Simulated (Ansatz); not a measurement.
Relaxed InAs (zinc blende):

```xyz
2
Lattice="0.0000 3.0932 3.0932 3.0932 0.0000 3.0932 3.0932 3.0932 0.0000" Properties=species:S:1:pos:R:3 pbc="T T T"
As     4.6397     4.6397     4.6397
In     0.0000     0.0000     0.0000
```

In each cell atom 2 (In, nearest neighbour As at 2.679 Å; its periodic images, 4.4 Å or more away, move with it) moves by s·(0.577, 0.577, 0.577) (along Cartesian [111]), the rest being held.

Computed with PBE (plane waves to 420 eV, PAW, scalar-relativistic; Ansatz, a first-principles code). k mesh 8×8×8 (Γ-centred), Fermi-Dirac smearing 0.05 eV. E stands for the smeared free energy. Left out: 1 of 11 points, with atoms too close for the PAW data. With partly filled bands, energies and forces of such displacements shift with the k mesh and the smearing. At this level the bands of InAs touch or barely overlap; measurements give the solid a gap. InAs was relaxed with its symmetry unable to fall. The zero of ΔE is the undisplaced structure.

The scan covers s from -0.640 to 0.800 Å in 10 points.

Question: Is this a single well or a double well?

Answer: A single well with its minimum at or next to zero displacement.

Question: Is the energy the same for displacements of ±0.640 Å, and if not, which side lies higher?

Answer: Not even: the negative side lies higher at ±0.640 Å. With its periodic images moving along, the atom's site symmetry in this cell is -43m.

Question: What force acts on the atom along the line at s = -0.640 Å?

Answer: 12.6 eV/Å.

Question: What is the energy change at s = 0.800 Å?

Answer: 767 meV/cell.

Question: What is the force constant k = d²E/ds² of this move at s = 0?

Answer: 6.63 eV/Å².

(A displaced cell: forces are minus the slopes of the energy, force constants its curvatures, and phonons follow from these.)
